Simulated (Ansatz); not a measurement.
Take a crystal in which O has been replaced by Se on all its sites, with the cell rescaled by a rough guess (in some cases also distorted within its space group) and nothing relaxed:

```cif
data_structure
_symmetry_space_group_name_H-M 'P 1'
_symmetry_Int_Tables_number 1
_cell_length_a 3.7122
_cell_length_b 3.7122
_cell_length_c 11.4410
_cell_angle_alpha 90.000
_cell_angle_beta 90.000
_cell_angle_gamma 120.000
_cell_volume 136.54
loop_
_atom_site_label
_atom_site_type_symbol
_atom_site_fract_x
_atom_site_fract_y
_atom_site_fract_z
_atom_site_occupancy
Se1 Se 0.33333 0.66667 0.36012 1
Se2 Se 0.66667 0.33333 0.63988 1
Se3 Se 0.66667 0.33333 0.86012 1
Se4 Se 0.33333 0.66667 0.13988 1
```

Level of theory: DFT PBEsol, scalar-relativistic, plane waves, PAW (Ansatz).

Plane waves to 420 eV, a k mesh through Γ of 15×15×4 on the computed 4-atom cell and Gaussian smearing (0.10 eV); no spin polarisation.

(1) What pressure does the cell carry?

(2) Is it a metal on this mesh?

The cell holds molecules, and where no dispersion correction was added their binding is poorly described. Spin polarisation was left out, and a magnetic state may lie lower.

Answers

(1) The pressure is -10.4 GPa (positive in compression), so the cell would contract.

(2) Yes, a band crosses the Fermi level.

This form isn't the element's structure at ambient conditions.